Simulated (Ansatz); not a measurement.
# Zone-centre phonons of PtSe₂ at -3 GPa: input and output

These are results of Ansatz 0.2.0, DFT LDA, scalar-relativistic, plane waves, PAW, not measurements.

Launched with:
```bash
ansatz run input.yaml --threads 1 --pin off --max-ram 3072MiB --backend cpu --events-out ev --progress --plain --runs-dir out
```

Input (bare energies are in eV):
```yaml
crystal:
  lattice:
    - [3.7522905796, 0.0, 0.0]
    - [-1.8761452898, 3.2495789643, 0.0]
    - [0.0, 0.0, 5.1695494298]
  atoms:
    - { symbol: Pt, position: [0.0, 0.0, 0.0] }
    - { symbol: Se, position: [0.3333333333, 0.6666666667, 0.2451852875] }
    - { symbol: Se, position: [0.6666666667, 0.3333333333, 0.7548147125] }
basis:
  ecutwfc: 420
kpoints:
  mp_grid: { grid: [12, 12, 8] }
hamiltonian:
  xc: lda
scf:
  occupations: { method: fermi_dirac, width: 0.15 }
output:
  eigenvalues: true
phonons:
  method: dfpt
  eigenvectors: true
```

The end of the output:
```
--- Phonons (Γ-DFPT): 4 representative perturbations + reference, on 320 of 1152 k-points (Σ response iterations 12) ---
  k mesh reduced under 2 symmetry operations, with k and −k counted as one. Each operation leaves every solved perturbation unchanged. A smaller set is not used because it would not reduce the number of displacements ...
  ASR residual: 6.423e-4 → 0.000e0 eV/Å²; symmetrization residual: 2.723e-5 eV/Å²
  ASR residual per site (eV/Å²): 6.42e-4 1.55e-4 1.55e-4
  Γ frequencies (cm⁻¹): 0.00 0.00 0.00 163.58 163.58 194.22 211.29 211.29 217.02
  non-analytic LO–TO correction: not included (Born effective charges unavailable; polar crystals: no LO–TO splitting at Γ)
```

The run took 4.8 min on 1 thread of Intel(R) Xeon(R) Platinum 8259CL CPU @ 2.50GHz (Skylake/Cascade Lake), with other jobs on the host, peak memory 1.9 GiB.

In a metal, frequencies and elastic constants depend on the k mesh and the smearing, soft modes and shear constants most. The crystal is built of layers and no dispersion correction was added, so the binding between them is poorly described, and with it their spacing and whatever depends on it. Spin–orbit coupling is left out, which matters for heavy elements. A semilocal functional can close a gap that the real compound has.